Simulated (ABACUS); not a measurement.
A self-consistent single point of Au (Cmcm, 4 atoms in the cell; from Materials Project mp-1008634, changed as shown) with ABACUS.

Level of theory: LDA (PW92), numerical atomic orbitals SZP (confined pseudo-atomic orbitals with Gaussian additions; energy shift 0.01 Ry), PseudoDojo 0.4 standard norm-conserving LDA (tails mended) pseudopotentials run with ABACUS 3.10.1.

The change in words: lattice scaled by 0.98. Reference geometry (Cmcm):
```
Au
1.0
    2.82262     0.00000     0.00000
    0.00000     5.11187     0.00000
    0.00000     0.00000     4.89317
Au
4
Direct
  0.00000   0.33467   0.75000
  0.50000   0.16533   0.25000
  0.50000   0.83467   0.75000
  0.00000   0.66533   0.25000
```

Reference input (self-consistent single point, DFT, LDA (PW92), numerical atomic orbitals SZP (confined pseudo-atomic orbitals with Gaussian additions; energy shift 0.01 Ry), PseudoDojo 0.4 standard norm-conserving LDA (tails mended) pseudopotentials): basis = SZP numerical atomic orbitals, energy shift 0.01 Ry; KPT = Gamma 8 6 6 0 0 0; basis_type = lcao; dft_functional = PWLDA; ecutwfc = 100 Ry; smearing_method = fd; smearing_sigma = 0.00999582 Ry; potentials = PseudoDojo 0.4 standard norm-conserving LDA (tails mended); symmetry = 1; symmetry_prec = 1e-05; ks_solver = scalapack_gvx; scf_nmax = 100. This run's input differs from it in these lines:

```diff
@@ -32,5 +32,5 @@
 LATTICE_VECTORS
-   2.8226200000    0.0000000000    0.0000000000
-   0.0000000000    5.1118700000    0.0000000000
-   0.0000000000    0.0000000000    4.8931700000
+   2.7661680000    0.0000000000    0.0000000000
+   0.0000000000    5.0096330000    0.0000000000
+   0.0000000000    0.0000000000    4.7953070000
```

Output (repeated stretches shortened):

```
 SELF-CONSISTENT
 -------------------------------------------

                  longest orb rcut (Bohr) = 6.8
   longest nonlocal projector rcut (Bohr) = 1.62
                     search radius (Bohr) = 16.8

                          real space grid = [ 36, 64, 60 ]
                                 init_chg = atomic

 LCAO ALGORITHM --------------- ION=   1  ELEC=   1--------------------------------

 Density error is 0.0434430010109
 E_KohnSham     -1180.3173237205     -16059.0410507089
 E_Fermi        1.6009734335         21.7823610428

 LCAO ALGORITHM --------------- ION=   1  ELEC=   2--------------------------------

   [... lines left out ...]

   [... 2 blocks of this kind left out ...]

 LCAO ALGORITHM --------------- ION=   1  ELEC=   5--------------------------------

 Density error is 3.18611657363e-06
 E_KohnSham     -1180.3602959018     -16059.6257172305
 E_Fermi        1.5465178474         21.0414547831

 LCAO ALGORITHM --------------- ION=   1  ELEC=   6--------------------------------

 Density error is 6.06369022648e-07
 E_KohnSham     -1180.3602959021     -16059.6257172341
 E_KS(sigma->0) -1180.3571390606     -16059.5827662029
 E_entropy(-TS) -0.0063136829        -0.0859020623
 E_Fermi        1.5465193928         21.0414758102
 charge density convergence is achieved
 final etot is -16059.625717 eV
 EFERMI = 21.04147581 eV

 STATE ENERGY(eV) AND OCCUPATIONS    NSPIN == 1
   [... 45 lines left out ...]

 TOTAL-FORCE (eV/Angstrom)
                       Au1         0.0000000000         0.0348788579         0.0000000000
                       Au2         0.0000000000        -0.0348788579         0.0000000000
                       Au3         0.0000000000         0.0348788579         0.0000000000
                       Au4         0.0000000000        -0.0348788579         0.0000000000

 TOTAL-STRESS (KBAR)
         9.0615669442         0.0000000000         0.0000000000
         0.0000000000       -18.2292128177         0.0000000000
         0.0000000000         0.0000000000       -24.6546678395
 TOTAL-PRESSURE: -11.274105 KBAR

 --------------------------------------------
 !FINAL_ETOT_IS -16059.6257172340629040 eV
 --------------------------------------------
```

The run converged in 6 iterations. Against the reference run the free energy drops by 41.4 meV/atom and the pressure goes from -10.90 to -1.13 GPa.

The atom-centred basis is finite, which shifts total energies and pressures against plane waves. A single-zeta basis is rough, for pressures and forces above all. The structure comes from a collection of computed structures, made at another level of theory; the collection holds predicted forms beside known ones. No clean gap shows at this smearing width and mesh (spacing up to 0.28 Å⁻¹); the mesh is coarse for partly filled bands, so the values carry mesh errors.

Cost on one core: around 11 core-seconds (rough).

The atomic orbitals were generated for these runs; they are not ABACUS's published sets and were checked against plane waves on a few crystals only.

“Tails mended”: in these copies of the files the far tail of each local potential was reset to the Coulomb form.
